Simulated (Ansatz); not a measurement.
Input, command and steps of an Ansatz relaxation.

```yaml
crystal:
  lattice:
    - [-3.93649718, -3.93649718, 3.93649718]
    - [-3.93649718, 3.93649718, -3.93649718]
    - [1.96824859, -5.90474577, -5.90474577]
  atoms:
    - { symbol: Au, position: [0.6642871673, 0.162968865, 0.6701522848] }
    - { symbol: Au, position: [0.1610630403, 0.1618538228, 0.6665452069] }
    - { symbol: Bi, position: [0.6681362093, 0.6689251089, 0.6656400197] }
    - { symbol: Bi, position: [0.1654028728, 0.6681120227, 0.6638470097] }
    - { symbol: Bi, position: [0.83530442, 0.828560609, 0.3316377045] }
    - { symbol: Bi, position: [0.3307595197, 0.8320566202, 0.3339132049] }
    - { symbol: Bi, position: [0.8355772401, 0.3352020333, 0.3328489369] }
    - { symbol: Bi, position: [0.3367297397, 0.3368033566, 0.333322071] }
    - { symbol: Bi, position: [0.4977023239, 0.5014103511, 0.0029214287] }
    - { symbol: Bi, position: [0.0036643552, 0.5023684426, 0.0007830491] }
    - { symbol: Bi, position: [0.4972262356, 0.994616417, 0.0034793997] }
    - { symbol: Bi, position: [0.9988257594, 0.0022414782, 0.0038082537] }
  symmetry: { detect: false }
basis:
  ecutwfc: 420
kpoints:
  mp_grid: { grid: [2, 2, 2], shift: [0.5, 0.5, 0.5] }
hamiltonian:
  xc: pbe
scf:
  occupations: { method: gaussian, width: 0.1 }
  lower_state_search: "off"
output:
  forces: true
  stress: true
  eigenvalues: true
relax:
  adjacent_minimum: "off"
  f_tol: 0.04
  max_steps: 50
  cell: { stress_tol: 0.3 }
```

```bash
ansatz run input.yaml --threads 4 --pin off --max-ram 9216MiB --backend cpu --events-out ev --progress --plain --runs-dir out
```

All numbers below come from DFT PBE, scalar-relativistic, plane waves, PAW in Ansatz 0.2.0.

Of 24 frames 10 are shown, positions in Å and forces in eV/Å; the SCF threshold varies from step to step. Steps run on the plane waves of an earlier cell, with a Pulay correction in the pressure. The basis is chosen afresh for the last frame, the zero of the energies, and at times for earlier ones too; energy and pressure can step there, also at an unchanged geometry. Here that happened at step 20 (-5 meV/atom, 0.3 GPa); frames between the last choice of the basis and such a step carry an error that grows, as the cell changes, to that size. The mark taken_back stands on steps that the optimiser undid.

```xyz
12
Lattice="-3.9365 -3.9365 3.9365 -3.9365 3.9365 -3.9365 1.9682 -5.9047 -5.9047" Properties=species:S:1:pos:R:3:forces:R:3 pbc="T T T" step=1 free_energy_over_end_meV_per_atom=290.47 pressure_GPa=-1.52
Au   -1.9375   -5.9305   -1.9836    0.0028   -0.0313    0.0131
Au    0.0408   -3.9327   -3.9389    0.0115   -0.0101   -0.0197
Bi   -3.9532   -3.9273   -3.9335   -0.0101   -0.0131   -0.0611
Bi   -1.9745   -1.9409   -5.8988    0.0098   -0.0764   -0.0578
Bi   -5.8971   -1.9848   -1.9317   -0.1805    0.0303   -0.3095
Bi   -3.9202    0.0017   -3.9450   -0.2098   -0.0582   -0.2409
Bi   -3.9536   -3.9351    0.0043    0.2306   -0.4481   -0.1638
Bi   -1.9953   -1.9679   -1.9685    0.1775   -0.4421   -0.2154
Bi   -3.9273   -0.0027   -0.0318    0.1443    0.0037    0.3355
Bi   -1.9905    1.9585   -1.9678    0.2284    0.0906    0.2384
Bi   -5.8658    1.9374   -1.9785   -0.2344    0.4897    0.2124
Bi   -3.9332   -3.9455    3.9006   -0.1703    0.4651    0.2688
12
Lattice="-3.7366 -3.4223 3.6209 -4.2624 3.5444 -4.0245 1.7886 -5.8603 -6.2379" Properties=species:S:1:pos:R:3:forces:R:3 pbc="T T T" step=4 free_energy_over_end_meV_per_atom=154.98 pressure_GPa=2.22
Au   -1.9857   -5.6192   -2.4082   -0.0059    0.0417    0.0222
Au   -0.1002   -3.8850   -4.2236   -0.0332    0.0113    0.0450
Bi   -4.1473   -3.8096   -4.4588    0.0282    0.0230    0.0185
Bi   -2.2508   -2.1233   -6.2602    0.0410    0.0318   -0.0115
Bi   -6.0939   -1.7232   -2.4531    0.1735    0.2505    0.1257
Bi   -4.2315   -0.0314   -4.2765    0.2218    0.3316    0.0578
Bi   -3.7909   -4.0817   -0.5961   -0.0969   -0.1654    0.0904
Bi   -1.9402   -2.3605   -2.4229   -0.0852   -0.2272    0.1319
Bi   -3.9750   -0.0526   -0.1444   -0.1765   -0.2395   -0.1457
Bi   -2.0965    1.6715   -1.9676   -0.2799   -0.3576   -0.0216
Bi   -6.2843    2.2604   -2.0317    0.1011    0.1425   -0.1169
Bi   -3.8865   -3.0054    3.8146    0.1120    0.1574   -0.1956
12
Lattice="-3.9336 -3.5478 3.5483 -4.4132 3.4278 -4.1479 1.5469 -5.7766 -6.1971" Properties=species:S:1:pos:R:3:forces:R:3 pbc="T T T" step=6 free_energy_over_end_meV_per_atom=80.47 pressure_GPa=0.43
Au   -2.2968   -5.6665   -2.4231    0.0283   -0.0327    0.0330
Au   -0.3175   -3.8766   -4.2036    0.0362   -0.0573    0.0148
Bi   -4.5069   -3.8969   -4.5778    0.0344   -0.0080   -0.0201
Bi   -2.5137   -2.1468   -6.3485    0.0208    0.0305   -0.0411
Bi   -6.3670   -1.6847   -2.5803    0.0587    0.1576   -0.0447
Bi   -4.4013    0.0850   -4.3650    0.0495    0.1644   -0.0197
Bi   -4.2098   -4.4624   -0.6081   -0.1565    0.1053    0.2200
Bi   -2.2492   -2.6970   -2.3976   -0.1578    0.0893    0.2467
Bi   -4.2789   -0.3894   -0.2581   -0.0897   -0.1546    0.0432
Bi   -2.3112    1.3788   -2.0330   -0.0715   -0.1477    0.0403
Bi   -6.4197    2.3491   -2.2838    0.1303   -0.0817   -0.2263
Bi   -3.9646   -2.8683    3.6387    0.1177   -0.0655   -0.2459
12
Lattice="-3.6608 -3.8036 3.5367 -4.4632 3.7108 -4.4318 1.2901 -5.8816 -6.0216" Properties=species:S:1:pos:R:3:forces:R:3 pbc="T T T" step=9 free_energy_over_end_meV_per_atom=45.84 pressure_GPa=-0.06
Au   -2.1228   -5.9607   -2.0535    0.0465    0.0107    0.0722
Au   -0.2903   -4.0484   -3.8423    0.0515    0.0253    0.0717
Bi   -4.5079   -3.8922   -4.7407    0.1404    0.0042    0.0686
Bi   -2.6859   -1.9765   -6.5028    0.1482   -0.0145    0.0624
Bi   -6.0806   -1.3540   -3.0700    0.0356   -0.0687    0.0774
Bi   -4.2533    0.5529   -4.8294    0.0458   -0.0568    0.0718
Bi   -4.3750   -4.9011   -0.4157   -0.1007   -0.0469   -0.1002
Bi   -2.5343   -3.0081   -2.1827   -0.1106   -0.0446   -0.1113
Bi   -4.3474   -0.6240   -0.3001   -0.0254    0.1160   -0.0115
Bi   -2.5229    1.2866   -2.0591   -0.0070    0.1150   -0.0228
Bi   -6.2245    2.7085   -2.8524   -0.1114   -0.0301   -0.0864
Bi   -3.5858   -2.9159    3.3408   -0.1130   -0.0092   -0.0912
12
Lattice="-3.5788 -4.0141 3.4938 -4.5537 3.9271 -4.5557 1.1714 -5.8286 -5.6661" Properties=species:S:1:pos:R:3:forces:R:3 pbc="T T T" step=11 free_energy_over_end_meV_per_atom=34.29 pressure_GPa=0.51
Au   -1.9593   -6.0777   -1.5963    0.0036   -0.0636    0.0300
Au   -0.1657   -4.0560   -3.3591    0.0053   -0.0944    0.0487
Bi   -4.4641   -3.8631   -4.6070   -0.2071    0.0957   -0.1587
Bi   -2.6749   -1.8586   -6.3544   -0.2166    0.1166   -0.1597
Bi   -6.1888   -1.3612   -3.0695   -0.1178    0.0834   -0.0454
Bi   -4.4004    0.6473   -4.8160   -0.1183    0.0694   -0.0539
Bi   -4.5220   -5.1794   -0.3268    0.1309    0.0546    0.1513
Bi   -2.7311   -3.1760   -2.0766    0.1455    0.0454    0.1686
Bi   -4.3349   -0.4660   -0.5113    0.1273   -0.1445   -0.0941
Bi   -2.5433    1.5415   -2.2619    0.0985   -0.1456   -0.0780
Bi   -6.4176    2.9478   -3.2001    0.0755    0.0116    0.0917
Bi   -3.6552   -2.9847    3.0967    0.0731   -0.0286    0.0996
12
Lattice="-3.6047 -3.9780 3.4268 -4.6060 3.8677 -4.5385 1.1361 -5.9494 -5.7888" Properties=species:S:1:pos:R:3:forces:R:3 pbc="T T T" step=14 free_energy_over_end_meV_per_atom=18.66 pressure_GPa=0.17
Au   -2.1773   -6.4263   -1.3245    0.0144    0.1076    0.2309
Au   -0.3746   -4.4337   -3.0449   -0.0262    0.0303    0.1624
Bi   -4.4339   -3.9668   -4.8687   -0.0057    0.0171    0.0003
Bi   -2.6419   -1.9696   -6.5840    0.0257   -0.0185    0.0032
Bi   -6.3027   -1.2620   -3.1837   -0.0043    0.0030   -0.0243
Bi   -4.5083    0.7178   -4.9181    0.0364    0.0191    0.0436
Bi   -4.6273   -5.1254   -0.5215    0.0065    0.0289   -0.0311
Bi   -2.8255   -3.1336   -2.2337    0.0015    0.0010   -0.0495
Bi   -4.1857   -0.4630   -0.6856   -0.0688    0.0508   -0.0705
Bi   -2.3946    1.5343   -2.4060   -0.0655    0.0167   -0.0591
Bi   -6.4899    2.9229   -3.1828    0.0391   -0.0712   -0.0721
Bi   -3.7059   -2.9048    3.0806    0.0473   -0.1848   -0.1340
12
Lattice="-3.5544 -3.9985 3.4385 -4.5631 3.8994 -4.5463 1.1242 -6.0782 -5.8912" Properties=species:S:1:pos:R:3:forces:R:3 pbc="T T T" step=16 free_energy_over_end_meV_per_atom=8.68 pressure_GPa=0.07
Au   -2.2427   -6.7054   -1.0838   -0.0708   -0.0875   -0.0518
Au   -0.4604   -4.7053   -2.8044   -0.0913   -0.0834   -0.0575
Bi   -4.3608   -4.1185   -4.9586    0.0596    0.0088    0.0195
Bi   -2.5824   -2.1106   -6.6690    0.0707   -0.0070    0.0252
Bi   -6.2506   -1.2381   -3.2234   -0.0391    0.0338    0.0396
Bi   -4.4839    0.7658   -4.9464   -0.0072    0.0172    0.0518
Bi   -4.5609   -5.0997   -0.6350    0.0030   -0.0257   -0.0435
Bi   -2.7902   -3.1070   -2.3679    0.0175   -0.0239   -0.0280
Bi   -4.1185   -0.4311   -0.7729   -0.0377    0.0247   -0.0181
Bi   -2.3509    1.5766   -2.4939   -0.0413    0.0138   -0.0149
Bi   -6.3655    3.0534   -3.2840    0.0548    0.0740    0.0393
Bi   -3.5901   -2.8391    2.9794    0.0819    0.0556    0.0384
12
Lattice="-3.5199 -4.0142 3.4435 -4.5443 3.9381 -4.5440 1.1336 -6.1467 -5.9170" Properties=species:S:1:pos:R:3:forces:R:3 pbc="T T T" step=19 free_energy_over_end_meV_per_atom=6.65 pressure_GPa=-0.04
Au   -2.2825   -6.8674   -1.0324    0.0044    0.0093    0.0148
Au   -0.5230   -4.8644   -2.7460   -0.0094   -0.0010   -0.0183
Bi   -4.2837   -4.1198   -4.9806    0.0023    0.0085    0.0023
Bi   -2.5236   -2.1096   -6.6993    0.0138   -0.0004    0.0036
Bi   -6.2455   -1.2560   -3.2031   -0.0350   -0.0108   -0.0335
Bi   -4.4861    0.7465   -4.9295   -0.0273    0.0032   -0.0158
Bi   -4.4914   -5.1016   -0.6547    0.0152   -0.0245   -0.0075
Bi   -2.7346   -3.0970   -2.3819    0.0197   -0.0231   -0.0039
Bi   -4.1180   -0.4078   -0.7664    0.0029    0.0082    0.0200
Bi   -2.3648    1.6011   -2.4925    0.0056    0.0091    0.0263
Bi   -6.2609    3.1600   -3.3484   -0.0043    0.0201    0.0078
Bi   -3.4856   -2.7799    2.9152    0.0118    0.0013    0.0046
12
Lattice="-3.5450 -4.0210 3.4024 -4.7086 3.9266 -4.6604 1.0491 -6.0146 -5.8101" Properties=species:S:1:pos:R:3:forces:R:3 pbc="T T T" step=21 free_energy_over_end_meV_per_atom=1.51 pressure_GPa=0.34 taken_back
Au   -2.2748   -6.7398   -0.8859    0.0169    0.0143    0.0178
Au   -0.5030   -4.7289   -2.5834    0.0171    0.0177    0.0148
Bi   -4.4428   -4.0479   -5.0823    0.0239   -0.0295    0.0114
Bi   -2.6727   -2.0477   -6.7984    0.0259   -0.0251    0.0284
Bi   -6.4043   -1.0799   -3.2567   -0.0492   -0.0413   -0.0280
Bi   -4.6346    0.9351   -4.9545   -0.0467   -0.0478   -0.0443
Bi   -4.6684   -5.2125   -0.7609   -0.0314    0.0498    0.0008
Bi   -2.8917   -3.1925   -2.4476   -0.0299    0.0462   -0.0045
Bi   -4.2061   -0.5338   -0.8873    0.0031    0.0254    0.0161
Bi   -2.4250    1.4635   -2.5944    0.0002    0.0426    0.0303
Bi   -6.5463    3.2248   -3.4733    0.0374   -0.0285   -0.0160
Bi   -3.6046   -2.7169    2.8891    0.0330   -0.0238   -0.0271
12
Lattice="-3.5432 -4.0175 3.4306 -4.6679 3.9272 -4.6456 1.0737 -6.0582 -5.8756" Properties=species:S:1:pos:R:3:forces:R:3 pbc="T T T" step=24 free_energy_over_end_meV_per_atom=0.00 pressure_GPa=-0.01
Au   -2.2797   -6.7929   -0.9692   -0.0004    0.0068    0.0168
Au   -0.5083   -4.7870   -2.6825   -0.0009    0.0110    0.0164
Bi   -4.4098   -4.0707   -5.0478    0.0152    0.0105    0.0299
Bi   -2.6377   -2.0643   -6.7653    0.0135    0.0127    0.0301
Bi   -6.4095   -1.1989   -3.2484    0.0025   -0.0153   -0.0097
Bi   -4.6367    0.8097   -4.9623   -0.0007   -0.0141   -0.0156
Bi   -4.5845   -5.1372   -0.7283   -0.0166    0.0151   -0.0013
Bi   -2.8101   -3.1275   -2.4400   -0.0209    0.0147   -0.0061
Bi   -4.1917   -0.4596   -0.8462   -0.0026   -0.0027   -0.0163
Bi   -2.4179    1.5471   -2.5612   -0.0031    0.0005   -0.0183
Bi   -6.4658    3.1955   -3.4752    0.0072   -0.0200   -0.0133
Bi   -3.5685   -2.7406    2.8862    0.0069   -0.0193   -0.0127
```

It took 84 s on 4 threads of Intel(R) Xeon(R) 6975P-C (Granite Rapids) (shared host), peak memory 1.2 GiB.

The k mesh is coarse. Spin–orbit coupling is left out, which can shift energies with elements as heavy as these.